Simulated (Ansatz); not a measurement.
BaTe:
```xyz
2
Lattice="0.0000 3.4708 3.4708 3.4708 0.0000 3.4708 3.4708 3.4708 0.0000" Properties=species:S:1:pos:R:3 pbc="T T T"
Ba     0.0000     0.0000     0.0000
Te     3.4708     3.4708     3.4708
```

PBEsol (plane waves, PAW; program Ansatz) gives a gap of 1.46 eV without spin–orbit coupling, maximum at Γ, minimum at X.

### Question
What happens when spin–orbit coupling is switched on?

### Answer
The gap decreases by 0.27 eV, to 1.19 eV; maximum at Γ, minimum at X.

### Question
How large is the spin–orbit splitting of the valence top at Γ?

### Answer
The fourfold level lies 0.87 eV above the split-off pair.

### Question
Give the electron effective mass with spin–orbit coupling.

### Answer
0.26, 0.26, 1.3 mₑ (principal values).

### Question
Give the hole effective mass with spin–orbit coupling, band 1 of 2 at the edge.

### Answer
1.1 along [100], 0.59 along [110], 0.47 along [111] (mₑ).

### Question
Give the hole effective mass with spin–orbit coupling, band 2 of 2 at the edge.

### Answer
0.18 along [100], 0.22 along [110], 0.24 along [111] (mₑ).

Space group Fm-3m (rock salt). The cell was relaxed with PBEsol under the symmetry of its start.

Potentials: the later of the program's two PAW sets.
